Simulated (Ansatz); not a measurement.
A relaxation computed with Ansatz, from input to last step.

```yaml
crystal:
  lattice:
    - [6.7923556429, 0.0050057355, 0.0362485214]
    - [1.2875976344, 6.9373202614, 0.0438799775]
    - [2.2257104691, 1.5424277961, 6.7040978557]
  atoms:
    - { symbol: Mg, position: [0.0, 0.5, 0.0] }
    - { symbol: H, position: [0.7445546475, 0.1195679214, 0.125355013] }
    - { symbol: H, position: [0.2554453525, 0.8804320786, 0.874644987] }
    - { symbol: H, position: [0.5859282231, 0.9396353151, 0.1912488967] }
    - { symbol: H, position: [0.4140717769, 0.0603646849, 0.8087511033] }
    - { symbol: H, position: [0.7981477668, 0.9000904485, 0.2814608129] }
    - { symbol: H, position: [0.2018522332, 0.0999095515, 0.7185391871] }
    - { symbol: H, position: [0.4307480522, 0.1979581354, 0.3686909662] }
    - { symbol: H, position: [0.5692519478, 0.8020418646, 0.6313090338] }
    - { symbol: H, position: [0.6502216047, 0.1532620238, 0.4644077624] }
    - { symbol: H, position: [0.3497783953, 0.8467379762, 0.5355922376] }
    - { symbol: H, position: [0.9471481612, 0.746113177, 0.6505538478] }
    - { symbol: H, position: [0.8307724819, 0.8723064607, 0.8111072825] }
    - { symbol: H, position: [0.5926983306, 0.5525513894, 0.2508050165] }
    - { symbol: H, position: [0.7494813367, 0.5298280771, 0.3734885929] }
    - { symbol: C, position: [0.549143681, 0.0836059489, 0.4165380537] }
    - { symbol: C, position: [0.450856319, 0.9163940511, 0.5834619463] }
    - { symbol: S, position: [0.2009153414, 0.7235046349, 0.2522141784] }
    - { symbol: S, position: [0.7990846586, 0.2764953651, 0.7477858216] }
    - { symbol: "N", position: [0.6784513085, 0.0041593498, 0.2419376393] }
    - { symbol: "N", position: [0.3215486915, 0.9958406502, 0.7580623607] }
    - { symbol: O, position: [0.9165794697, 0.7453263922, 0.7938666355] }
    - { symbol: O, position: [0.7414710837, 0.5619967775, 0.2342542105] }
    - { symbol: O, position: [0.3250160022, 0.5507823438, 0.3489522387] }
    - { symbol: O, position: [0.6749839978, 0.4492176562, 0.6510477613] }
    - { symbol: O, position: [0.9941830338, 0.7628516424, 0.3958340349] }
    - { symbol: O, position: [0.0058169662, 0.2371483576, 0.6041659651] }
    - { symbol: O, position: [0.317336611, 0.9024659709, 0.1819185741] }
    - { symbol: O, position: [0.682663389, 0.0975340291, 0.8180814259] }
    - { symbol: O, position: [0.1665863462, 0.6838094465, 0.0704599396] }
    - { symbol: O, position: [0.8334136538, 0.3161905535, 0.9295400604] }
basis:
  ecutwfc: 420
kpoints:
  mp_grid: { grid: [4, 4, 4] }
hamiltonian:
  xc: pbe
  dispersion: d3bj
scf:
  occupations: { method: gaussian, width: 0.02 }
output:
  forces: true
  stress: true
  eigenvalues: true
relax:
  adjacent_minimum: "off"
  f_tol: 0.04
  max_steps: 70
  cell: { stress_tol: 0.2 }
```

```bash
ansatz run input.yaml --threads 8 --pin off --max-ram 16384MiB --backend cpu --events-out ev --progress --plain --runs-dir out
```

All numbers below come from DFT PBE+D3(BJ), scalar-relativistic, plane waves, PAW in Ansatz 0.2.0.

Of 10 frames 6 are shown, positions in Å and forces in eV/Å; the SCF threshold varies from step to step. Steps run on the plane waves of an earlier cell, with a Pulay correction in the pressure. The basis is chosen afresh for the last frame, the zero of the energies, and can be on the way; energy and pressure step there, also at an unchanged geometry.

```xyz
31
Lattice="6.7924 0.0050 0.0362 1.2876 6.9373 0.0439 2.2257 1.5424 6.7041" Properties=species:S:1:pos:R:3:forces:R:3 pbc="T T T" step=1 free_energy_over_end_meV_per_atom=30.72 pressure_GPa=-1.16
Mg    0.6438    3.4687    0.0219   -1.3470    1.5600    0.1630
H     5.4902    1.0266    0.8726   -0.1420   -0.1170    0.0530
H     4.8154    7.4582    5.9116    0.0780    0.1180   -0.0200
H     5.6154    6.8165    1.3446   -0.1430   -0.0030   -0.0340
H     4.6903    1.6683    5.4396    0.1570   -0.1090    0.0660
H     7.2067    6.6823    1.9554    0.0760   -0.0490    0.0560
H     3.0990    1.8024    4.8289   -0.3030    0.0220   -0.2240
H     4.0013    1.9441    2.4960   -0.0340    0.0080    0.0510
H     6.3044    6.5406    4.2882   -0.0160   -0.0340    0.0180
H     5.6475    1.7828    3.1437    0.0240    0.0230    0.0500
H     4.6582    6.7020    3.6405   -0.0160   -0.0070   -0.0430
H     8.8420    6.1842    4.4284   -0.0330   -0.0800   -0.2550
H     8.5714    7.3067    5.5061   -0.0030    0.2710    0.0970
H     5.2955    4.2230    1.7272   -0.3850   -0.0240    0.0720
H     6.6042    4.2554    2.5543    0.0890   -0.0120    0.3350
C     4.7647    1.2252    2.8161   -0.0620    0.0420   -0.0130
C     5.5409    7.2595    3.9681    0.0340   -0.0160   -0.0530
S     2.8576    5.4092    1.7299    1.8370    0.6360    1.2460
S     7.4480    3.0755    5.0543   -0.3990    0.0050   -2.5890
N     5.1521    0.4054    1.6467    0.0530    0.0050   -0.0130
N     5.1535    8.0793    5.1375    0.0700    0.1000    0.0790
O     8.9523    6.3996    5.3881    0.4150   -0.6410    0.0950
O     6.2813    4.2638    1.6220    0.5920   -0.4590   -0.3500
O     3.6935    4.3608    2.3754   -0.2060    0.0450   -0.3460
O     6.6122    4.1239    4.4089    0.1880   -0.3000    0.4760
O     8.6161    5.9077    2.7232   -0.3110   -0.0140   -0.1040
O     1.6896    2.5771    4.0610   -0.0650   -0.0040    0.5620
O     3.7224    6.5429    1.2707   -0.4950   -0.2850   -0.1190
O     6.5833    1.9419    5.5135   -0.0490   -0.2010    0.3980
O     2.1688    4.8533    0.5084   -0.9880   -1.1630   -1.0180
O     8.1369    3.6314    6.2758    1.3820    0.6830    1.3650
31
Lattice="6.6824 -0.0327 -0.0749 1.2279 6.8672 -0.0245 2.0714 1.4702 6.7101" Properties=species:S:1:pos:R:3:forces:R:3 pbc="T T T" step=3 free_energy_over_end_meV_per_atom=2.98 pressure_GPa=-0.15
Mg    0.3630    3.7042    0.0387   -0.3220    0.2860    0.0000
H     5.3267    0.9840    0.8153   -0.0070   -0.0160    0.0230
H     4.6243    7.3221    5.7957    0.0380    0.0590   -0.0770
H     5.3769    6.7200    1.2179   -0.0600    0.0070   -0.0060
H     4.5846    1.5662    5.3981   -0.0120    0.0210    0.0020
H     6.9873    6.5600    1.8067   -0.0010    0.0430   -0.0120
H     2.9756    1.7383    4.7762   -0.0440    0.0590   -0.0070
H     3.8485    1.8902    2.4759    0.0030   -0.0140    0.0010
H     6.0870    6.3775    4.1531    0.0000    0.0070    0.0000
H     5.5028    1.7128    3.1011    0.0130    0.0260    0.0080
H     4.4442    6.5790    3.5177   -0.0320   -0.0250    0.0090
H     8.6063    6.0146    4.1502   -0.0140    0.0180    0.0490
H     8.3730    7.2310    5.1848   -0.0010   -0.0490   -0.0170
H     5.1105    4.1139    1.7818   -0.0180   -0.0090    0.0810
H     6.4663    4.1082    2.5899   -0.0630    0.0150   -0.1130
C     4.6162    1.1643    2.7699    0.0070    0.0430    0.0350
C     5.3377    7.1165    3.8458    0.0040   -0.0270   -0.0090
S     2.7626    5.2960    1.6188    0.3550    0.2640    0.1140
S     7.3127    3.0011    4.9627   -0.0970    0.1230   -0.5220
N     4.9908    0.3627    1.5831    0.0410   -0.0170    0.0110
N     4.9707    7.9359    5.0244    0.0590   -0.0810    0.0430
O     8.7023    6.2849    5.1079    0.0100    0.0280   -0.1080
O     6.1110    4.0985    1.6567    0.0220   -0.0790    0.1160
O     3.5810    4.2477    2.2653   -0.0290   -0.0270   -0.1120
O     6.4528    4.0431    4.3663    0.1160   -0.0700    0.0580
O     8.4049    5.7697    2.4912   -0.0610   -0.0270    0.0360
O     1.6639    2.5629    4.0864   -0.0470   -0.0070    0.1890
O     3.5979    6.4156    1.1125   -0.1070   -0.1430   -0.0050
O     6.4721    1.8497    5.4410    0.0510   -0.1260    0.1060
O     2.0390    4.7152    0.4017   -0.1550   -0.3170   -0.1090
O     8.0037    3.5507    6.2194    0.3530    0.0350    0.2130
31
Lattice="6.6567 -0.1126 -0.0832 1.1414 6.9037 -0.0301 2.0365 1.4515 6.7434" Properties=species:S:1:pos:R:3:forces:R:3 pbc="T T T" step=5 free_energy_over_end_meV_per_atom=0.41 pressure_GPa=-0.01
Mg    0.1483    3.8697    0.0366    0.0150   -0.0560   -0.0280
H     5.2947    0.9571    0.8292    0.0100    0.0140    0.0050
H     4.5462    7.3006    5.8152   -0.0120   -0.0130    0.0020
H     5.2571    6.7257    1.2223    0.0100    0.0160    0.0020
H     4.6006    1.4951    5.4248    0.0080    0.0110    0.0010
H     6.8779    6.5667    1.7957    0.0050   -0.0040    0.0050
H     2.9892    1.6955    4.8241    0.0140   -0.0080    0.0000
H     3.8120    1.8367    2.5090    0.0000    0.0090   -0.0050
H     5.9842    6.3517    4.1500    0.0020   -0.0090   -0.0020
H     5.4722    1.6718    3.1243    0.0040    0.0120    0.0010
H     4.3291    6.5644    3.5448    0.0010    0.0040    0.0060
H     8.4587    5.9727    4.1053   -0.0030   -0.0050    0.0440
H     8.2283    7.2206    5.1184    0.0250   -0.0370   -0.0030
H     4.9530    4.0888    1.8691    0.0510   -0.0220   -0.0030
H     6.3537    4.0549    2.6176    0.0070   -0.0090   -0.0810
C     4.5891    1.1172    2.7927    0.0000    0.0120   -0.0120
C     5.2331    7.0956    3.8593   -0.0100    0.0010    0.0070
S     2.6591    5.2753    1.5875   -0.1990    0.0390   -0.0750
S     7.3283    2.9138    4.9913   -0.0470    0.0860    0.0570
N     4.9618    0.3305    1.5931   -0.0140   -0.0010    0.0480
N     4.8932    7.9116    5.0490    0.0110   -0.0140   -0.0590
O     8.5428    6.2657    5.0564   -0.0450    0.0490   -0.0330
O     5.9538    4.0435    1.7050   -0.1120    0.0440    0.1020
O     3.4432    4.2142    2.2497    0.0550   -0.0510    0.0250
O     6.4799    3.9518    4.3806    0.0240    0.0060   -0.0240
O     8.2855    5.7132    2.4420    0.0560   -0.0030   -0.0130
O     1.7120    2.5319    4.1531   -0.0040   -0.0290   -0.0070
O     3.5185    6.3563    1.0521    0.0550   -0.0160    0.0400
O     6.4816    1.7697    5.4890    0.0010   -0.0240   -0.0330
O     1.9133    4.6802    0.3836    0.0430   -0.0040    0.0810
O     8.0106    3.4739    6.2565    0.0500    0.0020   -0.0500
31
Lattice="6.6525 -0.1194 -0.0823 1.1337 6.8977 -0.0326 2.0344 1.4456 6.7534" Properties=species:S:1:pos:R:3:forces:R:3 pbc="T T T" step=6 free_energy_over_end_meV_per_atom=0.28 pressure_GPa=0.00
Mg    0.1354    3.8689    0.0347    0.0190   -0.0230    0.0100
H     5.3030    0.9605    0.8377   -0.0090   -0.0150    0.0150
H     4.5360    7.2790    5.8145    0.0020    0.0040    0.0010
H     5.2591    6.7186    1.2250    0.0110    0.0090    0.0020
H     4.5981    1.4826    5.4296    0.0140    0.0040    0.0020
H     6.8773    6.5645    1.8040    0.0130   -0.0140    0.0050
H     2.9881    1.6830    4.8296   -0.0040   -0.0020   -0.0040
H     3.8096    1.8346    2.5131    0.0000    0.0010    0.0010
H     5.9745    6.3365    4.1434   -0.0020   -0.0020   -0.0020
H     5.4681    1.6741    3.1359   -0.0060    0.0000    0.0030
H     4.3189    6.5531    3.5393    0.0100    0.0110    0.0000
H     8.4370    5.9539    4.1198   -0.0050    0.0000    0.0160
H     8.2121    7.2083    5.1269    0.0110   -0.0360   -0.0130
H     4.9329    4.0757    1.8758    0.0140   -0.0080    0.0040
H     6.3427    4.0522    2.6097    0.0020   -0.0070   -0.0470
C     4.5880    1.1171    2.7991   -0.0030   -0.0040   -0.0150
C     5.2233    7.0821    3.8568   -0.0050    0.0090    0.0130
S     2.6472    5.2582    1.5972   -0.0700    0.0330   -0.0650
S     7.3267    2.9062    4.9915   -0.0580    0.0370    0.0100
N     4.9685    0.3326    1.6010   -0.0060    0.0350   -0.0230
N     4.8836    7.8921    5.0498   -0.0050   -0.0230    0.0140
O     8.5170    6.2501    5.0691   -0.0220    0.0770   -0.0110
O     5.9317    4.0411    1.7034   -0.0540    0.0250    0.0560
O     3.4219    4.1899    2.2610    0.0380   -0.0240    0.0070
O     6.4878    3.9498    4.3766    0.0270   -0.0180    0.0060
O     8.2738    5.6985    2.4508    0.0250    0.0060   -0.0090
O     1.7122    2.5207    4.1550   -0.0110   -0.0250    0.0110
O     3.5202    6.3309    1.0655    0.0140   -0.0190    0.0090
O     6.4714    1.7677    5.4884    0.0080   -0.0120   -0.0110
O     1.9009    4.6686    0.3925    0.0210    0.0050    0.0370
O     8.0122    3.4616    6.2561    0.0310   -0.0230   -0.0250
31
Lattice="6.6541 -0.1207 -0.0851 1.1327 6.9018 -0.0409 2.0319 1.4386 6.7516" Properties=species:S:1:pos:R:3:forces:R:3 pbc="T T T" step=8 free_energy_over_end_meV_per_atom=0.09 pressure_GPa=0.00
Mg    0.1269    3.8741    0.0284    0.0050    0.0010    0.0220
H     5.3109    0.9717    0.8385   -0.0100   -0.0200    0.0160
H     4.5390    7.2639    5.8046    0.0070    0.0080   -0.0080
H     5.2726    6.7251    1.2115    0.0150    0.0050    0.0020
H     4.5961    1.4723    5.4304    0.0010   -0.0070    0.0020
H     6.8889    6.5807    1.7957    0.0090   -0.0110    0.0000
H     2.9840    1.6645    4.8328   -0.0040   -0.0020    0.0010
H     3.8037    1.8321    2.5117    0.0000   -0.0040    0.0020
H     5.9779    6.3349    4.1243   -0.0030    0.0030   -0.0020
H     5.4606    1.6820    3.1406   -0.0060   -0.0020   -0.0010
H     4.3213    6.5519    3.5229    0.0050    0.0020   -0.0020
H     8.4291    5.9609    4.1142    0.0030    0.0010    0.0100
H     8.1989    7.2135    5.1210   -0.0030    0.0100   -0.0060
H     4.9213    4.0725    1.8739   -0.0300    0.0130    0.0080
H     6.3390    4.0512    2.5942    0.0020    0.0020    0.0020
C     4.5861    1.1192    2.7983    0.0030    0.0080    0.0010
C     5.2245    7.0808    3.8435   -0.0080   -0.0110    0.0020
S     2.6474    5.2536    1.5875    0.0230    0.0190   -0.0040
S     7.3274    2.8962    4.9848   -0.0340    0.0080   -0.0210
N     4.9776    0.3408    1.5997   -0.0120    0.0220   -0.0210
N     4.8829    7.8814    5.0419   -0.0060    0.0070    0.0110
O     8.5030    6.2565    5.0636   -0.0040    0.0010   -0.0070
O     5.9182    4.0501    1.6940    0.0340   -0.0020   -0.0150
O     3.4122    4.1804    2.2576   -0.0010    0.0000   -0.0010
O     6.4992    3.9447    4.3643    0.0190   -0.0130    0.0140
O     8.2833    5.7095    2.4360    0.0010    0.0030   -0.0070
O     1.7035    2.4932    4.1526   -0.0100   -0.0180    0.0090
O     3.5342    6.3128    1.0508   -0.0180   -0.0270    0.0050
O     6.4622    1.7686    5.4901    0.0070    0.0140   -0.0030
O     1.8959    4.6635    0.3880   -0.0010    0.0090    0.0020
O     8.0237    3.4519    6.2431    0.0160   -0.0180   -0.0110
31
Lattice="6.6457 -0.1394 -0.1009 1.1120 6.9136 -0.0626 2.0093 1.4178 6.7525" Properties=species:S:1:pos:R:3:forces:R:3 pbc="T T T" step=10 free_energy_over_end_meV_per_atom=0.00 pressure_GPa=-0.04
Mg    0.1018    3.8894    0.0172   -0.0040   -0.0130    0.0110
H     5.3112    0.9685    0.8361   -0.0080   -0.0150    0.0100
H     4.4987    7.2364    5.7724    0.0010    0.0020    0.0000
H     5.2601    6.7245    1.1774   -0.0030   -0.0010    0.0010
H     4.5691    1.4419    5.4259    0.0050   -0.0060   -0.0020
H     6.8723    6.5908    1.7711    0.0020    0.0010   -0.0050
H     2.9556    1.6264    4.8290   -0.0050   -0.0020    0.0020
H     3.7813    1.8112    2.5033   -0.0010   -0.0040   -0.0040
H     5.9407    6.3231    4.0858    0.0000    0.0050    0.0010
H     5.4342    1.6754    3.1451   -0.0130   -0.0090   -0.0050
H     4.2852    6.5394    3.4816    0.0070    0.0050    0.0010
H     8.3885    5.9471    4.0898   -0.0080    0.0090    0.0160
H     8.1365    7.1968    5.0962    0.0000   -0.0020   -0.0050
H     4.8933    4.0804    1.8596    0.0080   -0.0090    0.0060
H     6.3216    4.0387    2.5646   -0.0170    0.0020    0.0050
C     4.5685    1.1049    2.7932    0.0050    0.0150   -0.0010
C     5.1855    7.0687    3.8090    0.0030   -0.0150    0.0000
S     2.6310    5.2565    1.5685    0.0140   -0.0110    0.0040
S     7.3000    2.8545    4.9630    0.0140   -0.0050    0.0300
N     4.9779    0.3350    1.5945    0.0180    0.0120   -0.0120
N     4.8385    7.8589    5.0126   -0.0140    0.0110    0.0140
O     8.4389    6.2388    5.0414    0.0020   -0.0090   -0.0020
O     5.8902    4.0513    1.6700    0.0120   -0.0050   -0.0250
O     3.3879    4.1796    2.2437   -0.0110    0.0130    0.0160
O     6.4861    3.9104    4.3382    0.0040   -0.0050   -0.0020
O     8.2650    5.7085    2.3994    0.0140   -0.0040   -0.0020
O     1.6731    2.4456    4.1478   -0.0160    0.0000   -0.0070
O     3.5279    6.3027    1.0248   -0.0270   -0.0060   -0.0150
O     6.4223    1.7421    5.4809    0.0150    0.0230   -0.0010
O     1.8745    4.6645    0.3745    0.0000    0.0190   -0.0190
O     8.0107    3.4089    6.2142    0.0030    0.0050   -0.0090
```

Time: 3.1 min on 8 threads of Arm Neoverse V1, with other jobs on the host, peak memory 1.9 GiB.